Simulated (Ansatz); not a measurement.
CdS (zinc blende)

```yaml
crystal:
  lattice:
    - [0.00000, 2.96331, 2.96331]
    - [2.96331, 0.00000, 2.96331]
    - [2.96331, 2.96331, 0.00000]
  atoms:
    - { symbol: S, position: [0.75000, 0.75000, 0.75000] }
    - { symbol: Cd, position: [0.00000, 0.00000, 0.00000] }
```

Two coordinates are scanned: the volume, and the ratio of the stretch along z (the conventional c axis) to the stretch across it. Atoms keep their fractional coordinates.

All values below come from PBE (plane waves to 420 eV, PAW, scalar-relativistic; Ansatz, a first-principles code). k mesh 10×10×10 (Γ-centred), Fermi-Dirac smearing 0.05 eV. The energy includes the smearing's −TS. CdS was relaxed with its symmetry unable to fall.

Changes of ΔE (meV/atom) from the point V/V₀ = 1.000, (c/a)/(c/a)₀ = 1.000 when one coordinate moves alone (two changes are said to add if the coupling is within 5 % of the smaller one, nearly so within 20 %):

```tsv
point	change
V/V₀ = 1.000, (c/a)/(c/a)₀ = 0.880	14.77
V/V₀ = 1.000, (c/a)/(c/a)₀ = 0.940	3.75
V/V₀ = 0.960, (c/a)/(c/a)₀ = 1.000	7.49
V/V₀ = 0.980, (c/a)/(c/a)₀ = 1.000	1.80
V/V₀ = 1.020, (c/a)/(c/a)₀ = 1.000	1.67
V/V₀ = 1.040, (c/a)/(c/a)₀ = 1.000	6.44
V/V₀ = 1.000, (c/a)/(c/a)₀ = 1.060	3.93
V/V₀ = 1.000, (c/a)/(c/a)₀ = 1.120	16.12
```

What is the change at V/V₀ = 1.020, (c/a)/(c/a)₀ = 1.060, where both move, and how far is it from the sum?

The sum of the single changes is 1.67 + (3.93) = 5.60; the calculation gives 5.87, so the coupling contributes 0.27 (under 20 % of the smaller single change, nearly additive).

Do the two effects add at V/V₀ = 0.960, (c/a)/(c/a)₀ = 1.060? Give the computed change.

The sum of the single changes is 7.49 + (3.93) = 11.42; the calculation gives 10.84, so the coupling contributes -0.58 (under 20 % of the smaller single change, nearly additive).

(Under strain, the slope of the energy per volume gives the stress and its curvature an elastic modulus.)
